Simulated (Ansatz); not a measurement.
SiC (wurtzite)

```yaml
crystal:
  lattice:
    - [3.09195, 0.00000, 0.00000]
    - [-1.54598, 2.67771, 0.00000]
    - [0.00000, 0.00000, 5.07427]
  atoms:
    - { symbol: Si, position: [0.66667, 0.33333, 0.00052] }
    - { symbol: Si, position: [0.33333, 0.66667, 0.50052] }
    - { symbol: C, position: [0.66667, 0.33333, 0.62468] }
    - { symbol: C, position: [0.33333, 0.66667, 0.12468] }
```

Two-dimensional scan of atom 4 (C, nearest neighbour Si at 1.893 Å; its periodic images, 3.1 Å or more away, move with it): u runs along (1.000, 0.000, 0.000), v along (0.000, 1.000, 0.000) (Cartesian). Cell and other atoms are fixed.

Level of theory: PBE (plane waves to 420 eV, PAW, scalar-relativistic; Ansatz, an electronic-structure program). k mesh 10×10×5 (Γ-centred), Fermi-Dirac smearing 0.05 eV. Fu and Fv are the components of the force on the atom. SiC was relaxed with its symmetry unable to fall.

Changes of Fv (eV/Å) from the point u = 0.000 Å, v = 0.000 Å when one coordinate moves alone (two changes are said to add if the coupling is within 5 % of the smaller one, nearly so within 20 %):

```csv
point,change
"u = 0.000 Å, v = -0.280 Å",3.399
"u = 0.000 Å, v = -0.187 Å",2.640
"u = 0.000 Å, v = -0.093 Å",1.523
"u = -0.280 Å, v = 0.000 Å",2.237
"u = -0.187 Å, v = 0.000 Å",0.972
"u = -0.093 Å, v = 0.000 Å",0.240
"u = 0.093 Å, v = 0.000 Å",0.240
"u = 0.187 Å, v = 0.000 Å",0.972
"u = 0.280 Å, v = 0.000 Å",2.237
"u = 0.000 Å, v = 0.093 Å",-2.004
"u = 0.000 Å, v = 0.187 Å",-4.607
"u = 0.000 Å, v = 0.280 Å",-7.994
```

Problem. Do the two effects add at u = 0.280 Å, v = 0.093 Å? Give the computed change.

Solution. The sum of the single changes is 2.237 + (-2.004) = 0.233; the calculation gives 0.076, so the coupling contributes -0.157 (under 20 % of the smaller single change, nearly additive).

Problem. What is the change at u = -0.280 Å, v = 0.187 Å, where both move, and how far is it from the sum?

Solution. The sum of the single changes is 2.237 + (-4.607) = -2.370; the calculation gives -2.590, so the coupling contributes -0.220 (under 20 % of the smaller single change, nearly additive).

Problem. What is the change at u = -0.187 Å, v = -0.187 Å, where both move, and how far is it from the sum?

Solution. The sum of the single changes is 0.972 + (2.640) = 3.612; the calculation gives 3.758, so the coupling contributes 0.146 (under 20 % of the smaller single change, nearly additive).

(For displaced atoms, the force is minus the slope of the energy, and its curvature is a force constant, which sets phonon frequencies.)
